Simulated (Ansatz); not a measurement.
The start is a generated cell, MoS2 built in the rutile structure type. A full variable-cell relaxation at zero pressure is run with PBEsol (plane waves to 420 eV, PAW, scalar-relativistic; Ansatz, a first-principles code). The first steps use a coarse 4×4×6 k-mesh.

Input geometry:
```
CELL_PARAMETERS angstrom
      5.81953     0.00000     0.00000
      0.00000     5.81953     0.00000
      0.00000     0.00000     3.74781
ATOMIC_POSITIONS crystal
  Mo 0.00000 0.00000 0.00000
  Mo 0.50000 0.50000 0.50000
  S  0.30496 0.30496 0.00000
  S  0.80496 0.19504 0.50000
  S  0.19504 0.80496 0.50000
  S  0.69504 0.69504 0.00000
```

| Quantity | Value |
|---|---|
| Largest initial force | about 0.3 eV/Å, on S3, S4, S5, S6 (atoms numbered as listed) |
| Outcome | The space group stays P4₂/mnm (No. 136) (the run could not lower it); the end is rutile type, with 6 atoms in the primitive cell |
| Energy released | 0.27 eV/atom |
| Volume change | -15.3 %, from 21.15 to 17.92 Å³/atom |
| Shortest distances (start → end) | The closest pairs of elements (up to four, under 3.6 Å), start → end: Mo–S 2.47 → 2.35 Å; Mo–Mo 3.75 → 3.17 Å; S–S 3.21 → 3.17 Å |
| Band gap at the end | zero (metallic) |
| Optimiser moves | 11 |

Final values are on a 8×8×15 k-mesh of the relaxed cell. No spin polarisation in the result.

The run could not lose the symmetry of its start: the end is stationary, and may be a saddle point rather than a minimum.

The relaxed structure here is a generated cell of MoS2: the first start was made by placing the elements on the sites of a structure type, and the end was not matched to a known phase here, so it may be hypothetical. Known forms of MoS2 include space group No. 160, 194.
